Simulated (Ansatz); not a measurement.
An elastic tensor (GPa, Voigt order, standard axes) from plane-wave PAW LDA (Ansatz code):

```
 416   220   233   0.0   0.0   0.0
 220   416   233   0.0   0.0   0.0
 233   233   389   0.0   0.0   0.0
 0.0   0.0   0.0  70.8   0.0   0.0
 0.0   0.0   0.0   0.0  70.8   0.0
 0.0   0.0   0.0   0.0   0.0  70.8
```

### Question
Which compound is it?
A. SnO, P4/nmm (Sn on 2c, O on 2b)
B. CuAu, L1₀ or tetragonal B2
C. TaRu, L1₀ or tetragonal B2
D. Ga, body-centred tetragonal

### Answer
C, TaRu, L1₀ or tetragonal B2

Space group P4/mmm (L1₀ or tetragonal B2). The first step of the workflow began from a Materials Project structure, measured or hypothetical; the Crystallography Open Database files this formula in space group No. 123, but the cells were not matched. Whether it is the stable phase at ambient conditions was not checked. The LDA relaxation kept the symmetry of its start; its stability against distortions is not shown here. The run is not spin-polarised. As this level gives no gap, shear constants depend on the k-mesh and smearing (Fermi–Dirac, 0.1 eV here). Spin–orbit coupling is left out wherever it is not named.

Potentials: the earlier of the program's two PAW sets. The files were generated under PBE; for other functionals the program regenerates the frozen cores, and for LDA and PBEsol the local potential too.
